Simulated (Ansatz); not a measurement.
Sn3PbSe4: stable or not

It was reached by relaxing an invented guess, and it needn't be the stable form of this composition.

These are results of DFT PBE, scalar-relativistic, plane waves, PAW (Ansatz), not measurements. Settings of the last relaxation (8-atom cell): 420 eV, 6×6×8 k points, Gaussian smearing of 0.01 eV, no spin polarisation.

```
CELL_PARAMETERS angstrom
4.31502 -6.10276 0.00000
4.31502 6.10276 0.00000
0.00000 0.00000 4.31536
ATOMIC_POSITIONS crystal
Sn 0.00000 0.50000 0.00000
Sn 0.00000 0.00000 0.50000
Sn 0.50000 0.00000 0.00000
Pb 0.50000 0.50000 0.50000
Se 0.75532 0.75532 0.00000
Se 0.75263 0.24737 0.50000
Se 0.24468 0.24468 0.00000
Se 0.24737 0.75263 0.50000
```

Energies over the elements count from the elements' standard structures at the same level, with no fitted energy shifts. The references include grey tin.

Question: These tests were run: energy against the elements; phonons on a 1×1×2 q mesh. What do they show?

Answer:

| test | result |
| --- | --- |
| energy against the elements | −0.463 eV/atom |
| phonons on a 1×1×2 q mesh | imaginary modes down to 54i cm⁻¹ |

It fails one test: phonons on a 1×1×2 q mesh. So it isn't even a local minimum.

These runs have no spin–orbit coupling, which can matter for Pb. The reference form of Se is held partly by dispersion forces, which this level lacks. The run for the phonons used a 6×6×8 k mesh.
